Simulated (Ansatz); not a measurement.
A distorted cell of Pt (fcc, Cu type):

```
Pt
1.0
    3.91826     0.00000     0.00000
    0.00000     3.91826     0.00000
    0.00000     0.00000     3.91826
Pt
4
Direct
  0.00000   0.00000   0.00000
  0.50000   0.50000   0.00000
  0.50000   0.00000   0.50000
  0.00000   0.50000   0.54237
```

The numbers are results of PBEsol (plane waves to 420 eV, PAW, scalar-relativistic; Ansatz, an electronic-structure program), not measurements. k mesh 10×10×10 (Γ-centred), Fermi-Dirac smearing 0.05 eV. The energy includes the smearing's −TS. Compression counts positive. With partly filled bands, energies and forces of such displacements shift with the k mesh and the smearing. Pt is run without spin polarisation. Pt was relaxed with its symmetry unable to fall. Spin-orbit coupling is left out, though Pt is heavy.

Task: Predict the force on every atom, in eV/Å.

Result: 
```csv
atom,Fx,Fy,Fz
Pt1,0.000,0.000,1.133
Pt2,0.000,0.000,1.133
Pt3,0.000,0.000,-0.099
Pt4,0.000,0.000,-2.167
```

Task: What is the stress tensor (GPa)?

Result: 
```
    2.0      0.0      0.0
    0.0      2.0      0.0
    0.0      0.0      2.3
```
The pressure, a third of the trace, is 2.1 GPa.

Task: In it atom 4 sits (0.000, 0.000, 0.166) Å away from its relaxed site. What is its energy relative to the relaxed cell?

Result: 179 meV/cell.

(A displaced cell: forces are minus the slopes of the energy, force constants its curvatures, and phonons follow from these.)
